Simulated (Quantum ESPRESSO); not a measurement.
InOs4Al2Ir, one run as intended and one with a planted mistake

Simulated, not a measurement. The program is pw.x of Quantum ESPRESSO 7.5 (plane-wave density functional theory). The cell is made up: eight metal atoms on a hexagonal close-packed lattice, with elements, volume, strain and displacements drawn at random and not relaxed, so it may be unstable or far from any real phase. PseudoDojo standard norm-conserving files set the functional (PBE unless stated); there is no spin polarisation or spin-orbit coupling, the Fermi-Dirac width of 0.25 eV means electrons at about 2900 K, and the masses in the input are unused placeholders. Heavy elements are run without spin-orbit coupling, which real alloys of them have. A spin test at this wide smearing found no moment, but such smearing suppresses magnetism that the real alloy may have.

Intended input:

```
&control calculation='scf', pseudo_dir='./dojo.nc.sr.pbe.v0_5.standard.upf', outdir='./o', disk_io='medium', tprnfor=.true., tstress=.true. /
&system ibrav=0, nat=8, ntyp=4, nbnd=64, ecutwfc=74.01313486, nosym=.true., tot_charge=0,
 occupations='smearing', smearing='fd', degauss=0.0183746611
/
&electrons conv_thr=1.470e-08, electron_maxstep=70, mixing_beta=0.5 /
ATOMIC_SPECIES
Al 1.0 Al.upf
In 1.0 In.upf
Ir 1.0 Ir.upf
Os 1.0 Os.upf
CELL_PARAMETERS angstrom
0.0433 4.8173 -0.0163
2.7528 0.0098 4.4652
2.8883 0.0402 -4.5492
ATOMIC_POSITIONS angstrom
In -0.089 0.0038 0.0557
Os 2.7888 -0.0233 -0.0833
Al 2.8073 1.585 -2.2467
Os 2.7803 1.6286 2.1391
Os 1.327 2.4082 0.011
Os 4.2567 2.4708 -0.0594
Ir 1.5058 4.0461 -2.3441
Al 1.4888 4.0124 2.2494
K_POINTS automatic
5 5 5 1 1 1
```

The log is shortened where brackets say so; the opening notice, blank lines, dates and the lines on written files are dropped, and the path of the files is cut. It prints rydbergs, bohrs and kilobars, and counts compression as positive stress. Its total energy is the free energy E - TS of the whole cell.

Log of the intended run:

```
     Program PWSCF v.7.5
     Parallel version (MPI & OpenMP), running on       1 processor cores
     Number of MPI processes:                 1
     Threads/MPI process:                     1
     [start-up lines left out]
     bravais-lattice index     =            0
     lattice parameter (alat)  =       9.1038  a.u.
     unit-cell volume          =     826.2939 (a.u.)^3
     number of atoms/cell      =            8
     number of atomic types    =            4
     number of electrons       =       100.00
     number of Kohn-Sham states=           64
     kinetic-energy cutoff     =      74.0131  Ry
     charge density cutoff     =     296.0525  Ry
     scf convergence threshold =      1.5E-08
     mixing beta               =       0.5000
     number of iterations used =            8  plain     mixing
     Exchange-correlation= PBE
                           (   1   4   3   4   0   0   0)
     [axes and pseudopotential details left out]
   Cartesian axes
     site n.     atom                  positions (alat units)
         1        In     tau(   1) = (  -0.0184742   0.0007888   0.0115620  )
         2        Os     tau(   2) = (   0.5788868  -0.0048365  -0.0172910  )
         3        Al     tau(   3) = (   0.5827269   0.3290073  -0.4663601  )
         4        Os     tau(   4) = (   0.5771224   0.3380576   0.4440249  )
         5        Os     tau(   5) = (   0.2754528   0.4998835   0.0022833  )
         6        Os     tau(   6) = (   0.8835870   0.5128778  -0.0123300  )
         7        Ir     tau(   7) = (   0.3125673   0.8398716  -0.4865779  )
         8        Al     tau(   8) = (   0.3090385   0.8328763   0.4669205  )
     number of k points=    63  Fermi-Dirac smearing, width (Ry)=  0.0184
                       cart. coord. in units 2pi/alat
        k(    1) = (   0.1699709   0.0984866   0.0028871), wk =   0.0320000
        k(    2) = (   0.3392345   0.0966121  -0.1014600), wk =   0.0320000
     [further k points left out]
     Dense  grid:    71043 G-vectors     FFT dimensions: (  50,  60,  60)
     Estimated max dynamical RAM per process >     135.02 MB
     Initial potential from superposition of free atoms
     starting charge      99.9902, renormalised to     100.0000
     Starting wfcs are   67 randomized atomic wfcs
     total cpu time spent up to now is       22.2 secs
     per-process dynamical memory:    82.2 Mb
     Self-consistent Calculation
     iteration #  1     ecut=    74.01 Ry     beta= 0.50
     Davidson diagonalization with overlap
     ethr =  1.00E-02,  avg # of iterations =  4.8
     Threshold (ethr) on eigenvalues was too large:
     Diagonalizing with lowered threshold
     Davidson diagonalization with overlap
     ethr =  1.68E-04,  avg # of iterations =  5.8
     total cpu time spent up to now is      151.7 secs
     total energy              =   -1181.94974469 Ry
     estimated scf accuracy    <       0.18261386 Ry
     iteration #  2     ecut=    74.01 Ry     beta= 0.50
     Davidson diagonalization with overlap
     ethr =  1.83E-04,  avg # of iterations =  2.0
     total cpu time spent up to now is      220.3 secs
     total energy              =   -1181.92181579 Ry
     estimated scf accuracy    <       0.23200618 Ry
     [iterations 3 to 11 left out]
     iteration # 12     ecut=    74.01 Ry     beta= 0.50
     Davidson diagonalization with overlap
     ethr =  3.41E-10,  avg # of iterations =  4.7
     total cpu time spent up to now is      872.6 secs
     total energy              =   -1181.98243497 Ry
     estimated scf accuracy    <       0.00000004 Ry
     iteration # 13     ecut=    74.01 Ry     beta= 0.50
     Davidson diagonalization with overlap
     ethr =  4.02E-11,  avg # of iterations =  2.1
     total cpu time spent up to now is      940.3 secs
     End of self-consistent calculation
     [lines on levels left out]
!    total energy              =   -1181.98243496 Ry
     estimated scf accuracy    <       0.00000001 Ry
     smearing contrib. (-TS)   =      -0.09571373 Ry
     internal energy E=F+TS    =   -1181.88672123 Ry
     The total energy is F=E-TS. E is the sum of the following terms:
     one-electron contribution =    -311.24592932 Ry
     hartree contribution      =     217.27276735 Ry
     xc contribution           =    -253.44346202 Ry
     ewald contribution        =    -834.47009724 Ry
     convergence has been achieved in  13 iterations
     Forces acting on atoms (cartesian axes, Ry/au):
     atom    1 type  2   force =     0.04221065    0.00675533   -0.03410629
     atom    2 type  4   force =    -0.00705627    0.02394637    0.02500145
     atom    3 type  1   force =    -0.00385578    0.03932992    0.03718595
     atom    4 type  4   force =    -0.01444242   -0.00194045   -0.02518931
     atom    5 type  4   force =     0.04598590    0.01545445   -0.01727708
     atom    6 type  4   force =    -0.04745328   -0.03155911   -0.01130648
     atom    7 type  3   force =    -0.01930435   -0.02148279    0.04572819
     atom    8 type  1   force =     0.00391556   -0.03050372   -0.02003643
     Total force =     0.135390     Total SCF correction =     0.000591
     Computing stress (Cartesian axis) and pressure
          total   stress  (Ry/bohr**3)                   (kbar)     P=      -31.03
  -0.00045383  -0.00014416   0.00035863          -66.76      -21.21       52.76
  -0.00014416  -0.00008072   0.00012421          -21.21      -11.87       18.27
   0.00035863   0.00012421  -0.00009820           52.76       18.27      -14.45
     init_run     :     20.37s CPU     22.03s WALL (       1 calls)
     electrons    :    864.15s CPU    918.16s WALL (       1 calls)
     forces       :     12.31s CPU     12.47s WALL (       1 calls)
     stress       :     49.91s CPU     50.13s WALL (       1 calls)
     [timing details left out]
     PWSCF        :  15m47.11s CPU  16m43.82s WALL
     JOB DONE.
```

A second run has one planted mistake: one atom is of a wrong element. The input lines that differ:

```
- &system ibrav=0, nat=8, ntyp=4, nbnd=64, ecutwfc=74.01313486, nosym=.true., tot_charge=0,
+ &system ibrav=0, nat=8, ntyp=5, nbnd=63, ecutwfc=74.01313486, nosym=.true., tot_charge=0,
+ W 1.0 W.upf
- Os 2.7888 -0.0233 -0.0833
+ W 2.7888 -0.0233 -0.0833
```

Its log:

```
     Program PWSCF v.7.5
     Parallel version (MPI & OpenMP), running on       1 processor cores
     Number of MPI processes:                 1
     Threads/MPI process:                     1
     [start-up lines left out]
     bravais-lattice index     =            0
     lattice parameter (alat)  =       9.1038  a.u.
     unit-cell volume          =     826.2939 (a.u.)^3
     number of atoms/cell      =            8
     number of atomic types    =            5
     number of electrons       =        98.00
     number of Kohn-Sham states=           63
     kinetic-energy cutoff     =      74.0131  Ry
     charge density cutoff     =     296.0525  Ry
     scf convergence threshold =      1.5E-08
     mixing beta               =       0.5000
     number of iterations used =            8  plain     mixing
     Exchange-correlation= PBE
                           (   1   4   3   4   0   0   0)
     [axes and pseudopotential details left out]
   Cartesian axes
     site n.     atom                  positions (alat units)
         1        In     tau(   1) = (  -0.0184742   0.0007888   0.0115620  )
         2        W      tau(   2) = (   0.5788868  -0.0048365  -0.0172910  )
         3        Al     tau(   3) = (   0.5827269   0.3290073  -0.4663601  )
         4        Os     tau(   4) = (   0.5771224   0.3380576   0.4440249  )
         5        Os     tau(   5) = (   0.2754528   0.4998835   0.0022833  )
         6        Os     tau(   6) = (   0.8835870   0.5128778  -0.0123300  )
         7        Ir     tau(   7) = (   0.3125673   0.8398716  -0.4865779  )
         8        Al     tau(   8) = (   0.3090385   0.8328763   0.4669205  )
     number of k points=    63  Fermi-Dirac smearing, width (Ry)=  0.0184
                       cart. coord. in units 2pi/alat
        k(    1) = (   0.1699709   0.0984866   0.0028871), wk =   0.0320000
        k(    2) = (   0.3392345   0.0966121  -0.1014600), wk =   0.0320000
     [further k points left out]
     Dense  grid:    71043 G-vectors     FFT dimensions: (  50,  60,  60)
     Estimated max dynamical RAM per process >     139.80 MB
     Initial potential from superposition of free atoms
     starting charge      97.9899, renormalised to      98.0000
     Starting wfcs are   67 randomized atomic wfcs
     total cpu time spent up to now is       27.9 secs
     per-process dynamical memory:    83.8 Mb
     Self-consistent Calculation
     iteration #  1     ecut=    74.01 Ry     beta= 0.50
     Davidson diagonalization with overlap
     ethr =  1.00E-02,  avg # of iterations =  4.2
     Threshold (ethr) on eigenvalues was too large:
     Diagonalizing with lowered threshold
     Davidson diagonalization with overlap
     ethr =  2.25E-04,  avg # of iterations =  6.4
     total cpu time spent up to now is      179.0 secs
     total energy              =   -1131.25490200 Ry
     estimated scf accuracy    <       0.23534105 Ry
     iteration #  2     ecut=    74.01 Ry     beta= 0.50
     Davidson diagonalization with overlap
     ethr =  2.40E-04,  avg # of iterations =  2.1
     total cpu time spent up to now is      247.3 secs
     total energy              =   -1131.20132926 Ry
     estimated scf accuracy    <       0.62508719 Ry
     [iterations 3 to 11 left out]
     iteration # 12     ecut=    74.01 Ry     beta= 0.50
     Davidson diagonalization with overlap
     ethr =  4.10E-10,  avg # of iterations =  4.2
     total cpu time spent up to now is      878.3 secs
     total energy              =   -1131.31101719 Ry
     estimated scf accuracy    <       0.00000005 Ry
     iteration # 13     ecut=    74.01 Ry     beta= 0.50
     Davidson diagonalization with overlap
     ethr =  4.61E-11,  avg # of iterations =  2.4
     total cpu time spent up to now is      949.7 secs
     End of self-consistent calculation
     [lines on levels left out]
!    total energy              =   -1131.31101720 Ry
     estimated scf accuracy    <          5.0E-09 Ry
     smearing contrib. (-TS)   =      -0.09179131 Ry
     internal energy E=F+TS    =   -1131.21922589 Ry
     The total energy is F=E-TS. E is the sum of the following terms:
     one-electron contribution =    -289.12207672 Ry
     hartree contribution      =     204.85425789 Ry
     xc contribution           =    -245.41101192 Ry
     ewald contribution        =    -801.54039514 Ry
     convergence has been achieved in  13 iterations
     Forces acting on atoms (cartesian axes, Ry/au):
     atom    1 type  2   force =     0.04795452    0.00626142   -0.03722509
     atom    2 type  5   force =    -0.01784346    0.01055306    0.03448443
     atom    3 type  1   force =    -0.00567467    0.05477960    0.01765362
     atom    4 type  4   force =    -0.01301428    0.00579160   -0.02349095
     atom    5 type  4   force =     0.03625532    0.01620047   -0.00949133
     atom    6 type  4   force =    -0.04523624   -0.03249846   -0.01378108
     atom    7 type  3   force =    -0.00982565   -0.02339229    0.05346966
     atom    8 type  1   force =     0.00738446   -0.03769541   -0.02161926
     Total force =     0.140882     Total SCF correction =     0.000375
     Computing stress (Cartesian axis) and pressure
          total   stress  (Ry/bohr**3)                   (kbar)     P=       12.26
  -0.00005391  -0.00019704   0.00026780           -7.93      -28.98       39.40
  -0.00019704   0.00003740   0.00008164          -28.98        5.50       12.01
   0.00026780   0.00008164   0.00026651           39.40       12.01       39.20
     init_run     :     26.38s CPU     27.55s WALL (       1 calls)
     electrons    :    877.61s CPU    921.81s WALL (       1 calls)
     forces       :     12.56s CPU     12.71s WALL (       1 calls)
     stress       :     38.40s CPU     38.58s WALL (       1 calls)
     [timing details left out]
     PWSCF        :  15m55.51s CPU  16m42.24s WALL
     JOB DONE.
```

|  | intended run | run with the mistake |
| --- | --- | --- |
| free energy (eV) | -16081.690 | -15392.271 |
| entropy term -TS, part of it (eV) | -1.302 | -1.249 |
| pressure (GPa) | -3.10 | 1.23 |
| size of the largest force component (eV/Å) | 1.220 | 1.408 |
| largest change of a force component (eV/Å) |  | 0.502 |
| iterations | 13 | 13 |

For scale, a rerun of the intended cell at a higher cutoff and on a denser mesh moved values by no more than 0.003 eV in energy, 0.02 GPa in stress and 0.006 eV/Å in force, and a second program with other atomic files agreed on that cell to 2 % rms in force and 0.5 GPa in pressure. Files of another functional or element have another zero of energy, so the energy change says nothing on stability. The number of bands, nbnd, was set by rule from the electron count, so it follows the mistake.